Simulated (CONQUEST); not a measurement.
Input and output of a self-consistent single point for 2 x 2 x 2 supercell of CdSe (CdSe, 64 atoms in the cell; host: space group no. 216; from Materials Project mp-2691) (CONQUEST).

Method: PBE, numerical atomic orbitals single-zeta with polarisation (the shipped basis less its second zetas), PseudoDojo norm-conserving potentials made for PBE in CONQUEST.

```
CELL_PARAMETERS angstrom
     12.28108     0.00000     0.00000
      0.00000    12.28108     0.00000
      0.00000     0.00000    12.28108
ATOMIC_POSITIONS crystal
  Cd 0.00000 0.00000 0.00000
  Cd 0.00000 0.00000 0.50000
  Cd 0.00000 0.50000 0.00000
  Cd 0.00000 0.50000 0.50000
  Cd 0.50000 0.00000 0.00000
  Cd 0.50000 0.00000 0.50000
  Cd 0.50000 0.50000 0.00000
  Cd 0.50000 0.50000 0.50000
  Cd 0.00000 0.25000 0.25000
  Cd 0.00000 0.25000 0.75000
  Cd 0.00000 0.75000 0.25000
  Cd 0.00000 0.75000 0.75000
  Cd 0.50000 0.25000 0.25000
  Cd 0.50000 0.25000 0.75000
  Cd 0.50000 0.75000 0.25000
  Cd 0.50000 0.75000 0.75000
  Cd 0.25000 0.00000 0.25000
  Cd 0.25000 0.00000 0.75000
  Cd 0.25000 0.50000 0.25000
  Cd 0.25000 0.50000 0.75000
  Cd 0.75000 0.00000 0.25000
  Cd 0.75000 0.00000 0.75000
  Cd 0.75000 0.50000 0.25000
  Cd 0.75000 0.50000 0.75000
  Cd 0.25000 0.25000 0.00000
  Cd 0.25000 0.25000 0.50000
  Cd 0.25000 0.75000 0.00000
  Cd 0.25000 0.75000 0.50000
  Cd 0.75000 0.25000 0.00000
  Cd 0.75000 0.25000 0.50000
  Cd 0.75000 0.75000 0.00000
  Cd 0.75000 0.75000 0.50000
  Se 0.12500 0.12500 0.12500
  Se 0.12500 0.12500 0.62500
  Se 0.12500 0.62500 0.12500
  Se 0.12500 0.62500 0.62500
  Se 0.62500 0.12500 0.12500
  Se 0.62500 0.12500 0.62500
  Se 0.62500 0.62500 0.12500
  Se 0.62500 0.62500 0.62500
  Se 0.12500 0.37500 0.37500
  Se 0.12500 0.37500 0.87500
  Se 0.12500 0.87500 0.37500
  Se 0.12500 0.87500 0.87500
  Se 0.62500 0.37500 0.37500
  Se 0.62500 0.37500 0.87500
  Se 0.62500 0.87500 0.37500
  Se 0.62500 0.87500 0.87500
  Se 0.37500 0.12500 0.37500
  Se 0.37500 0.12500 0.87500
  Se 0.37500 0.62500 0.37500
  Se 0.37500 0.62500 0.87500
  Se 0.87500 0.12500 0.37500
  Se 0.87500 0.12500 0.87500
  Se 0.87500 0.62500 0.37500
  Se 0.87500 0.62500 0.87500
  Se 0.37500 0.37500 0.12500
  Se 0.37500 0.37500 0.62500
  Se 0.37500 0.87500 0.12500
  Se 0.37500 0.87500 0.62500
  Se 0.87500 0.37500 0.12500
  Se 0.87500 0.37500 0.62500
  Se 0.87500 0.87500 0.12500
  Se 0.87500 0.87500 0.62500
```

Reference input (self-consistent single point, DFT, PBE, numerical atomic orbitals double-zeta with polarisation (the shipped basis), PseudoDojo norm-conserving potentials made for PBE): basis = DZP; Diag.MPMeshX, Y, Z = 1 1 1; potentials = PseudoDojo norm-conserving PBE; Grid.GridCutoff = 140 Ha; DM.SolutionMethod = diagon; Diag.kT = 0.000735 Ha; Diag.GammaCentred = true; Diag.BlockSizeR = 32; Diag.BlockSizeC = 32; minE.SCTolerance = 1.0e-06; SC.MaxIters = 100; SC.LinearMixingFactor = 0.5. This run's input differs from it in these lines:

```diff
@@ -1,2 +1,2 @@
-# files in the folder: Cd.ion Se.ion (PseudoDojo PBE potentials, DZP orbitals)
+# files in the folder: Cd.ion Se.ion (PseudoDojo PBE potentials, SZP orbitals)
 # file: Conquest_input
```

The program printed (abridged):

```
    new_SC_potl: Starting.  Tolerance:  0.10000E-05

    PulayMixSC: Starting Pulay mixing, A_up =  0.500 A_dn =  0.500
    PulayMixSC: Spin non-polarised calculation.
          Harris-Foulkes Energy            :   -258267.826077978417743 eV
          (TS=0 as O(N) or entropic contribution is negligible)
          DFT Total Energy                 :   -258242.489538984518731 eV
          Total number of electrons        :      1151.999999999973170
    PulayMixSC: Pulay iteration     1 residual:              0.31424E-03
          Harris-Foulkes Energy            :   -258254.765619318903191 eV
   [... lines left out ...]
          (TS=0 as O(N) or entropic contribution is negligible)
          DFT Total Energy                 :   -258254.324133511545369 eV
          Total number of electrons        :      1152.000772527345589
    PulayMixSC: Pulay iteration     4 residual:              0.49937E-05
          Harris-Foulkes Energy            :   -258254.324475111148786 eV
          (TS=0 as O(N) or entropic contribution is negligible)
          DFT Total Energy                 :   -258254.324468763777986 eV
          Total number of electrons        :      1152.000780653736683
    PulayMixSC: Pulay iteration     5 residual:              0.48572E-06
    PulayMixSC: Reached SCF tolerance of  0.48572E-06 after      5 iterations
      | Number of electrons      =      1152.000781
      |* band energy as 2Tr[K.H] =    -43108.325466947462701 eV
      |  screened ion-ion energy =   -206957.102838977705687 eV
      |  Ha correction           =       827.950163248276226 eV
      |  XC correction           =     -9016.842515649506822 eV
      |* Harris-Foulkes energy   =   -258254.324475111148786 eV
      |* DFT total energy        =   -258254.324468763777986 eV
      |  estimated accuracy      =        -0.000006347375364 eV

    force: Forces on atoms (eV/a0)
    force:  Atom   X              Y              Z
    force:     1  -0.0000000295  -0.0000000294  -0.0000000389
    force:     2  -0.0000000295  -0.0000000294   0.0000003266
   [... lines left out ...]
    force:    64   0.0000000605   0.0000000602  -0.0000000418

    force: Maximum force :        0.00000033(eV/a0) on atom         6 in z direction
    force: Force Residual:        0.00000021 eV/a0
    force: Total stress:         -3.13681966    -3.13681966    -3.13681966 GPa
    force: Average pressure:      3.13681966 GPa

    force: Finished force
    get_E_and_F: Change in energy during last step of electronic optimisation:  0.42291E-04
```

The run converged in 5 iterations. CONQUEST prints the stress tensor with tension positive. Against the reference run the free energy rises by 107 meV/atom, the pressure goes from 2.16 to 3.14 GPa and the gap on the mesh goes from 0.694 to 0.836 eV.

The program uses no crystal symmetry, so grid and mesh can part values that symmetry would make equal. The atom-centred basis is finite, which shifts total energies, pressures, gaps and forces against plane waves. This run is one point of a test of settings, so its values need not be converged; read them against the reference run alone. The structure comes from a collection of computed structures, made at another level of theory; the collection holds predicted forms beside known ones. The cell is neutral and was run without spin polarisation; atoms start from ideal sites unless a change or a relaxation is shown.

Cost, summed over 4 cores: roughly 2.6 core-minutes.
